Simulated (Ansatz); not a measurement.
# Energy against volume for GaCuSe2 (chalcopyrite)

GaCuSe2 (chalcopyrite)

```yaml
crystal:
  lattice:
    - [-2.83594, 2.83594, 5.63126]
    - [2.83594, -2.83594, 5.63126]
    - [2.83594, 2.83594, -5.63126]
  atoms:
    - { symbol: Cu, position: [0.75000, 0.25000, 0.50000] }
    - { symbol: Cu, position: [0.00000, 0.00000, 0.00000] }
    - { symbol: Ga, position: [0.25000, 0.75000, 0.50000] }
    - { symbol: Ga, position: [0.50000, 0.50000, 0.00000] }
    - { symbol: Se, position: [0.11880, 0.12500, 0.49380] }
    - { symbol: Se, position: [0.63120, 0.62500, 0.50620] }
    - { symbol: Se, position: [0.37500, 0.88120, 0.00620] }
    - { symbol: Se, position: [0.87500, 0.36880, 0.99380] }
```

The volume is varied about the relaxed value V₀ at fixed cell shape. The atoms relax within the cell's symmetry.

Computed with PBE (plane waves to 420 eV, PAW, scalar-relativistic; Ansatz, a first-principles code). k mesh 8×8×8 (Γ-centred), Fermi-Dirac smearing 0.05 eV. E stands for the smeared free energy. Stress and pressure are positive under compression. With the shape held, the modulus is that of even scaling; a crystal free to change shape is softer. At this level the bands of GaCuSe2 touch or barely overlap; measurements give the solid a gap. GaCuSe2 is run without spin polarisation. GaCuSe2 was relaxed with its symmetry unable to fall. ΔE is measured from the relaxed starting cell.

```
V (Å³/atom)  ΔE (eV/atom)  P (GPa)
-----------  ------------  -------
19.022              0.153     16.0
19.746              0.091     11.5
20.471              0.048      7.8
21.196              0.020      4.7
21.920              0.005      2.1
22.645              0.000      0.0
23.370              0.004     -1.8
24.094              0.015     -3.2
24.819              0.033     -4.4
25.543              0.055     -5.4
26.268              0.081     -6.2
```

What the scan shows:

| Property | Value |
|---|---|
| Pressure at the smallest volume | 16.0 GPa |
| Energy cost of the largest compression | 153 meV/atom |
| Energy cost of the largest expansion | 81 meV/atom |
| Bulk modulus at fixed cell shape B₀ (third-order Birch-Murnaghan fit) | 60.1 GPa |
| Pressure derivative B₀′ (fit) | 4.9 |
| Equilibrium volume of the fit | 22.64 Å³/atom |
| Pressure for 5 % compression (fit) | 3.5 GPa |

The 11 points together took very roughly 30 core-minutes.

(A scan under strain: stresses follow from slopes of the energy per volume, elastic moduli from its curvatures.)
